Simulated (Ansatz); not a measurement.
GaN:
```xyz
2
Lattice="0.0000 2.1341 2.1341 2.1341 0.0000 2.1341 2.1341 2.1341 0.0000" Properties=species:S:1:pos:R:3 pbc="T T T"
Ga     0.0000     0.0000     0.0000
N      2.1341     2.1341     2.1341
```

Relaxed with PBE.

Problem. Give the Bader charges and basin volumes of the independent atoms, PBE in the plane-wave PAW code Ansatz.

Solution. 

```json
[
 {"atom": "Ga1", "Bader charge (e)": "+1.64", "Bader volume (Å³)": "8.0"},
 {"atom": "N2", "Bader charge (e)": "-1.64", "Bader volume (Å³)": "11.4"}
]
```

Space group Fm-3m (rock salt). This is a known high-pressure phase of the composition, computed here at zero pressure and temperature. The cell was relaxed with PBE under the symmetry of its start; its stability against distortions is not shown here.

Potentials: the later of the program's two PAW sets.
